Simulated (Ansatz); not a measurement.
# ZnS: comparing deformations

Theory: Ansatz 0.2.0, DFT r2SCAN, scalar-relativistic, plane waves, PAW. Settings: plane waves to 500 eV, k-mesh 6×6×4 (Γ-centred), Gaussian smearing 0.05 eV. No spin polarisation. Energies are free energies at this smearing, counted from the undisturbed cell; pressure is positive in compression.

The starting cell (relaxed at this level):

```
Zn S
1.0
     3.80672    0.00000    0.00000
    -1.90336    3.29672    0.00000
     0.00000    0.00000    6.24574
Zn S
2 2
Cartesian
  0.0000 2.1978 0.0337
  1.9034 1.0989 3.1565
  0.0000 2.1978 2.3710
  1.9034 1.0989 5.4938
```

The cell is strained by ε times a Voigt pattern (xx, yy, zz, yz, xz, xy; engineering shear) with fractional coordinates fixed. τ = (1/V0) dE/dε comes from the stress tensor. Of each scan, only the three points used here are listed.

```
           pattern        ε  τ (GPa)
(0, 0, 1, 0, 0, 0)  -0.0050    -0.89
(0, 0, 1, 0, 0, 0)   0.0000     0.03
(0, 0, 1, 0, 0, 0)   0.0050     0.91
(1, 1, 0, 0, 0, 0)  -0.0050    -2.04
(1, 1, 0, 0, 0, 0)   0.0000     0.04
(1, 1, 0, 0, 0, 0)   0.0050     2.03
```

Q: Which constants do the scans give, and which deformation costs least for the same size of strain tensor?

A: The slope dτ/dε at zero (parabola through three points) is pᵀCp: (0, 0, 1, 0, 0, 0) gives C33 = 179 GPa; (1, 1, 0, 0, 0, 0) gives C11 + C22 + 2 C12 = 407 GPa. The size of the strain tensor, ε:ε, is ε² times 1.0, 2.0. Per unit of it the stiffnesses are 179, 204 GPa, so (0, 0, 1, 0, 0, 0) is the softest of these: at ε:ε = (1 %)² the quadratic term costs 1.10 meV/atom against 1.24 for the stiffest. These are clamped-ion values.

Forces appear on the atoms along this scan, and letting them relax would lower the energy and soften the response.